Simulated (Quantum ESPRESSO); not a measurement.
pw.x input (Quantum ESPRESSO 7.5; PBEsol, PseudoDojo standard norm-conserving files, scalar-relativistic):

```
&CONTROL
  calculation = 'scf'
  pseudo_dir = './pseudo'
  outdir = './out'
  tprnfor = .true.
  tstress = .true.
/
&SYSTEM
  ibrav = 0
  nat = 6
  ntyp = 3
  ecutwfc = 72.0
  ecutrho = 288.0
  occupations = 'smearing'
  smearing = 'fd'
  degauss = 0.002
  nbnd = 22
/
&ELECTRONS
  conv_thr = 6e-10
/
ATOMIC_SPECIES
H 1.0080 H.upf
I 126.9045 I.upf
Ba 137.3270 Ba.upf
CELL_PARAMETERS angstrom
  4.775810000000   0.000000000000   0.000000000000
  0.000000000000   4.775810000000   0.000000000000
  0.000000000000   0.000000000000   7.800230000000
ATOMIC_POSITIONS crystal
H   0.500000000000   0.500000000000   0.000000000000
H   0.000000000000   0.000000000000   0.000000000000
I   0.000000000000   0.500000000000   0.659570000000
I   0.500000000000   0.000000000000   0.340430000000
Ba   0.500000000000   0.000000000000   0.826900000000
Ba   0.000000000000   0.500000000000   0.173100000000
K_POINTS automatic
6 6 4 0 0 0
```

End of the output:

```
     total energy              =    -166.66979477 Ry
     estimated scf accuracy    <       0.00000293 Ry
     total energy              =    -166.66979702 Ry
     estimated scf accuracy    <       0.00000006 Ry
     total energy              =    -166.66979717 Ry
     estimated scf accuracy    <          8.7E-10 Ry
[...]
     the Fermi energy is     6.9455 ev
!    total energy              =    -166.66979717 Ry
     estimated scf accuracy    <          5.1E-11 Ry
     smearing contrib. (-TS)   =      -0.00000000 Ry
     internal energy E=F+TS    =    -166.66979717 Ry
     The total energy is F=E-TS. E is the sum of the following terms:
     one-electron contribution =     -12.53677687 Ry
     hartree contribution      =      18.79234592 Ry
     xc contribution           =     -43.38493861 Ry
     ewald contribution        =    -129.54042762 Ry
     convergence has been achieved in   9 iterations
     Forces acting on atoms (cartesian axes, Ry/au):
     atom    1 type  1   force =     0.00000000    0.00000000    0.00000000
     atom    2 type  1   force =     0.00000000    0.00000000    0.00000000
     atom    3 type  2   force =     0.00000000    0.00000000    0.00305485
     atom    4 type  2   force =     0.00000000    0.00000000   -0.00305485
     atom    5 type  3   force =     0.00000000    0.00000000    0.00130690
     atom    6 type  3   force =     0.00000000    0.00000000   -0.00130690
     Total force =     0.004699     Total SCF correction =     0.000001
     Computing stress (Cartesian axis) and pressure
          total   stress  (Ry/bohr**3)                   (kbar)     P=      -20.41
  -0.00014742   0.00000000   0.00000000          -21.69        0.00        0.00
   0.00000000  -0.00014742   0.00000000            0.00      -21.69        0.00
   0.00000000   0.00000000  -0.00012139            0.00        0.00      -17.86
```
In a gapped system the printed Fermi energy is only some level inside the gap.

Spin-orbit coupling is not included.

Geometry of the Materials Project entry, not relaxed at this level.
